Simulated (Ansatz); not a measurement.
Polymorphs of Ga$_{2}$BiAs, each relaxed with plane-wave PAW PBEsol (Ansatz code):

A: P-4m2
a = b = 4.2269 Å, c = 6.0324 Å, α = β = γ = 90.00°

```tsv
atom	site	symmetry	x	y	z
Ga	2g	2mm.	0.0000	0.5000	0.2750
Bi	1a	-4m2	0.0000	0.0000	0.0000
As	1c	-4m2	0.5000	0.5000	0.5000
```

B: R3m
a = 4.2333 Å, b = 4.2333 Å, c = 20.9193 Å, α = 90.00°, β = 90.00°, γ = 120.00°

```csv
atom,site,symmetry,x,y,z
Ga,3a,3m,0.0000,0.0000,0.1170
Ga,3a,3m,0.0000,0.0000,0.6320
Bi,3a,3m,0.0000,0.0000,0.5011
As,3a,3m,0.0000,0.0000,0.9999
```

Q: Rank these by energy per atom at 0 K (lowest first), as PBEsol gives it.

A: A (+0 meV/atom), B (+8 meV/atom)

Standing as an ambient phase not checked: A; B. All cells were relaxed under the symmetry of their starts (and spin orders); stability against distortions was not tested throughout. Scalar-relativistic: spin–orbit coupling is off unless named, which matters more the heavier the elements.

Energies hold the estimated change up to a 700 eV cutoff; steps of a few meV lie near the error of the meshes.

Potentials: the later of the program's two PAW sets.
